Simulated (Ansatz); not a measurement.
# What a trial cell of BeB2P3 relaxes into

Computed with DFT PBE, scalar-relativistic, plane waves, PAW (Ansatz). Cutoff 420 eV, Gaussian smearing, Γ-centred meshes. Cell and atoms relax first on a coarse mesh and then on a finer one. In between, the cell is made exact in the group found at 0.06 Å. In metals the finer mesh still leaves noise of several meV/atom or more. The steps can't lower the symmetry of their start. No spin polarisation.

The guess for BeB2P3 was made by a generator: Ce2Si3Ni type (P-6m2) distorted into a subgroup (C2, No. 5) (largest shift (Å) 0.29). Lengths were set from tabulated atomic sizes, so they are only a guess.

```cif
data_structure
_symmetry_space_group_name_H-M 'C2'
_symmetry_Int_Tables_number 5
_cell_length_a 3.6360
_cell_length_b 6.3999
_cell_length_c 7.0138
_cell_angle_alpha 90.000
_cell_angle_beta 91.571
_cell_angle_gamma 90.000
_cell_volume 163.15
loop_
_atom_site_label
_atom_site_type_symbol
_atom_site_symmetry_multiplicity
_atom_site_Wyckoff_symbol
_atom_site_fract_x
_atom_site_fract_y
_atom_site_fract_z
_atom_site_occupancy
Be1 Be 2 a 0.00000 0.34373 0.00000 1
B1 B 4 c 0.42080 0.17047 0.23889 1
P1 P 2 b 0.00000 0.32448 0.50000 1
P2 P 2 a 0.50000 0.48166 0.00000 1
P3 P 2 b 0.00000 0.00920 0.50000 1
```

Energies over the elements count from the elements' standard structures at the same level, with no fitted energy shifts. The references include black phosphorus.

Q: What does it relax into?

A: The symmetry goes from C2 (No. 5) to Amm2 (No. 38). The volume per atom grows by 2.7 %, from 13.6 to 14.0 Å³. The shortest distance goes from 2.02 Å (P–P) to 1.88 Å (B–P). The energy falls by about 1.0 eV/atom (the start's value is from the coarse mesh). The end is written in a standard setting, so origin, axes and order of atoms can differ from the start's. Conventional cell: a = 6.106 Å, b = 3.572 Å, c = 7.680 Å. Be is surrounded by 2 B at 2.13 Å, 2 P at 2.26 Å and 1 P at 2.45 Å; B is surrounded by 3 P at 1.88–1.92 Å and 1 Be at 2.13 Å; P on its first site has 2 B at 1.90 Å and 3 P at 2.28–2.42 Å; P on its second site has 2 B at 1.92 Å, 2 Be at 2.26 Å and 1 Be at 2.45 Å; P on its third site is surrounded by 2 B at 1.88 Å and 3 P at 2.28–2.42 Å.

```cif
data_structure
_symmetry_space_group_name_H-M 'Amm2'
_symmetry_Int_Tables_number 38
_cell_length_a 6.1059
_cell_length_b 3.5725
_cell_length_c 7.6796
_cell_angle_alpha 90.000
_cell_angle_beta 90.000
_cell_angle_gamma 90.000
_cell_volume 167.52
loop_
_atom_site_label
_atom_site_type_symbol
_atom_site_symmetry_multiplicity
_atom_site_Wyckoff_symbol
_atom_site_fract_x
_atom_site_fract_y
_atom_site_fract_z
_atom_site_occupancy
Be1 Be 2 a 0.00000 0.00000 0.34115 1
B1 B 4 c 0.73755 0.00000 0.15839 1
P1 P 2 b 0.50000 0.00000 0.31742 1
P2 P 2 a 0.00000 0.00000 0.02176 1
P3 P 2 b 0.50000 0.00000 0.00288 1
```

Q: Give its energy and gap.

A: The energy over the elements is +0.40 eV/atom. The gap on the 6×12×12 mesh of the 6-atom cell is 0 eV (a metal).

It can't be a ground state, since the elements alone are lower.

The last run used Gaussian smearing of 0.10 eV. An odd number of electrons in the primitive cell allows no gap without spin; a larger cell or a magnetic state could open one. The cell is a metal run without spin; a magnetic state may lie lower. The reference form of P is held partly by dispersion forces, which this level lacks. A structure relaxed within its symmetry needn't be a true minimum. In all, the 3 runs took 11 min on 1 thread of Intel(R) Xeon(R) Processor @ 2.50GHz (Skylake/Cascade Lake) (shared host).
